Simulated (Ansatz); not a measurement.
BAs:
```cif
data_As4B4
_chemical_formula_sum 'B4 As4'
_space_group_name_H-M_alt 'P 1'
_space_group_IT_number 1
_cell_length_a 6.53375
_cell_length_b 3.37944
_cell_length_c 5.62096
_cell_angle_alpha 90.000
_cell_angle_beta 90.000
_cell_angle_gamma 90.000
loop_
_space_group_symop_operation_xyz
  'x, y, z'
loop_
_atom_site_label
_atom_site_type_symbol
_atom_site_fract_x
_atom_site_fract_y
_atom_site_fract_z
_atom_site_occupancy
B1 B 0.16023 0.25000 0.40078 1
B2 B 0.33977 0.75000 0.90078 1
B3 B 0.83977 0.75000 0.59922 1
B4 B 0.66023 0.25000 0.09922 1
As1 As 0.83646 0.25000 0.39133 1
As2 As 0.66354 0.75000 0.89133 1
As3 As 0.16354 0.75000 0.60867 1
As4 As 0.33646 0.25000 0.10867 1
```

Relaxed with LDA.

**Question.** Decompose the optical modes at the zone centre into irreducible representations, and say which are infrared and Raman allowed.

**Answer.** Point group mmm: Γ_opt = 4Ag + 2Au + 2B1g + 3B1u + 4B2g + B2u + 2B3g + 3B3u. Infrared: B1u, B2u, B3u. Raman: Ag, B1g, B2g, B3g.

**Question.** Assign frequencies (DFPT, DFT-LDA in the program Ansatz with PAW potentials; without the LO–TO term).

**Answer.** Ag 74, B3g 136, Au 143, B1g 155, B1u 215, B2g 235, Ag 248, B3u 277, B2g 323, B1u 510, Ag 542, B3u 562, B2g 578, Au 630, B1g 635, B2u 668, B3g 684, B3u 721, B1u 752, B2g 771, Ag 803 cm⁻¹.

Subscripts of B labels follow the axes of the standard setting.

Space group Pnma. The start of the workflow was typed in or built on a structure type; neither database checked (COD, Materials Project) lists it. It is not the phase usual at ambient conditions (space group No. 216). The LDA relaxation kept the symmetry of its start; phonons on a q-mesh show no instability. The volume moved by 23 % from the start of the relaxation. Its formation energy is positive at this level, so the cell may be metastable or incomplete. A crystal of weakly bound layers computed without a dispersion correction: the cell and the soft elastic constants depend strongly on that.

Potentials: the later of the program's two PAW sets.
